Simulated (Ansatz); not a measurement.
A generated cell, not matched to a known phase here, of ScCl3: Pm-3m (No. 221), cP4, ReO3 type; a = 4.9632 Å, b = 4.9632 Å, c = 4.9632 Å, α = 90.00°, β = 90.00°, γ = 90.00°; Sc 1a (0.000, 0.000, 0.000); Cl 3d (0.000, 0.000, 0.500). The numbers are results of r2SCAN (plane waves to 500 eV, PAW, scalar-relativistic; Ansatz, a first-principles code), not measurements. Element references, the lowest calculated here: Sc (P6₃/mmc), Cl (Cmce); gases are represented by their molecular solids.

Question: What is the computed formation energy of this Pm-3m form of ScCl3 from the elements (r2SCAN)?

Answer: -2.24 eV/atom.

A lower structure of this composition may exist. Known forms of ScCl3 include space group No. 148.

Static energies, no anion corrections, no zero-point energy. Values are rounded to 0.01 eV/atom. Not shown to be the ambient phase of their composition (a lower form may be missing, and a cell relaxed within its start's symmetry can be a saddle point): ScCl3 (Pm-3m). The compounds carry no spin polarisation.
